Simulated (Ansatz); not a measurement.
SiO₂ — quadrupolar parameters

The cell is a structure deposited in the COD (the cell was measured well above room temperature) whose atoms were relaxed with PBE, the cell held.

```
Si O
1.0
     4.99300    0.00000    0.00000
     0.00000    4.99300    0.00000
     0.00000    0.00000    7.00500
Si O
4 8
Cartesian
  1.5099 1.5099 0.0000
  0.9866 4.0064 1.7512
  3.4831 3.4831 3.5025
  4.0064 0.9866 5.2538
  1.1872 0.5537 1.2746
  1.9428 3.6837 3.0258
  3.8058 4.4393 4.7771
  3.0502 1.3093 6.5283
  3.6837 1.9428 3.9792
  4.4393 3.8058 2.2279
  1.3093 3.0502 0.4767
  0.5537 1.1872 5.7304
```

Atoms are numbered from 1 in the order listed; like atoms form one site, named after its first atom.

Level of theory: DFT, r2SCAN, plane waves and PAW, scalar-relativistic, 500 eV cutoff, Γ-centred 5×5×3 k-points, Fermi–Dirac smearing 0.02 eV (Ansatz 0.2.0).

V_zz is the principal component of the electric field gradient with the largest magnitude, η = (V_xx − V_yy)/V_zz and C_Q = eQV_zz/h.

¹⁷O: I = 5/2, Q = -25.58 mb. Quadrupole moments are those of Pyykkö's year-2017 table.

Problem. Which values are expected at the nuclei?

Solution. 

```csv
site,atoms (order as listed),first shell,"V_xx, V_yy, V_zz (10²¹ V/m²)",η,C_Q (MHz)
Si,"1, 2, 3, 4",4 O at 1.62–1.63 Å,"0.060, 0.34, -0.40",0.70,–
O,"5, 6, 7, 8, 9, 10, …","2 Si at 1.62–1.63 Å, angle 144°","-3.93, -5.52, 9.45",0.17,-5.85
```

At O V_zz runs parallel to the line that joins its two neighbours (within 1°).

Si has no stable isotope with a ground-state quadrupole moment in the table, so no C_Q is given.

The largest force is 0.3 eV/Å, so the atoms aren't at the calculated equilibrium and relaxing them would move these values.
